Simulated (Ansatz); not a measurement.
Cd4TeSe3:
```xyz
8
Lattice="4.4178 0.0000 0.0000 0.0000 8.8364 0.0000 0.0000 0.0000 6.2179" Properties=species:S:1:pos:R:3 pbc="T T T"
Cd     0.0000     2.1063     0.0562
Cd     0.0000     6.7301     0.0562
Cd     2.2089     0.0000     3.1649
Cd     2.2089     4.4182     2.9367
Te     0.0000     4.4182     4.6674
Se     2.2089     2.1363     1.5563
Se     2.2089     6.7000     1.5563
Se     0.0000     0.0000     4.6598
```

Relaxed with r²SCAN.

**Question.** Give the Bader charges and basin volumes of the independent atoms, plane-wave PAW r²SCAN (Ansatz code).

**Answer.** 

```json
[
 {"atom": "Cd1", "Bader charge (e)": "+0.77", "Bader volume (Å³)": "23.0"},
 {"atom": "Cd3", "Bader charge (e)": "+0.83", "Bader volume (Å³)": "22.8"},
 {"atom": "Cd4", "Bader charge (e)": "+0.71", "Bader volume (Å³)": "23.3"},
 {"atom": "Te5", "Bader charge (e)": "-0.62", "Bader volume (Å³)": "43.6"},
 {"atom": "Se6", "Bader charge (e)": "-0.82", "Bader volume (Å³)": "35.6"},
 {"atom": "Se8", "Bader charge (e)": "-0.82", "Bader volume (Å³)": "35.6"}
]
```

Space group Pmm2. The first step of the workflow began from a Materials Project structure, measured or hypothetical; the Crystallography Open Database copy checked does not list it. Its standing as an ambient phase is unchecked. Symmetry was held in the r²SCAN relaxation; whether a distortion lowers the energy is not shown. Spin–orbit coupling is left out wherever it is not named.

Potentials: the later of the program's two PAW sets.
